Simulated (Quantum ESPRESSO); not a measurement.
# Kohn-Sham bands of RbCl (CsCl type)

```xyz
2
Lattice="3.9360 0.0000 0.0000 0.0000 3.9360 0.0000 0.0000 0.0000 3.9360" Properties=species:S:1:pos:R:3 pbc="T T T"
Rb     0.0000     0.0000     0.0000
Cl     1.9680     1.9680     1.9680
```

Materials Project entry mp-23299; symmetrised, unrelaxed at this level. COD (Crystallography Open Database) has the formula in 2 space groups, this one among them (matched by group alone). Level: PBEsol, no spin polarisation, no spin-orbit coupling; pw.x of Quantum ESPRESSO at 47 Ry with PseudoDojo potentials, 8×8×8 k-points, Wannier90. Density: 8×8×8 mesh, cold smearing 0.01 Ry.

Energies are relative to the valence-band maximum; weights are on the orthonormalised atomic waves of the pseudopotential files, averaged over the group. 16 electrons a cell are treated as valence.

**Question.** Into which isolated groups do the bands fall, where do they lie and what are they made of?

**Answer.** 
```csv
bands,from (eV),to (eV),filling,weight on atomic waves
1,-24.50,-24.40,filled,Rb 4s 97 %
2,-12.40,-12.06,filled,"Cl 3s 92 %, Rb 5s 6 %"
3–5,-8.87,-8.29,filled,Rb 4p 98 %
6–8,-1.56,0.00,filled,Cl 3p 95 %
```

The Kohn-Sham gap over both meshes and the path is 4.77 eV.
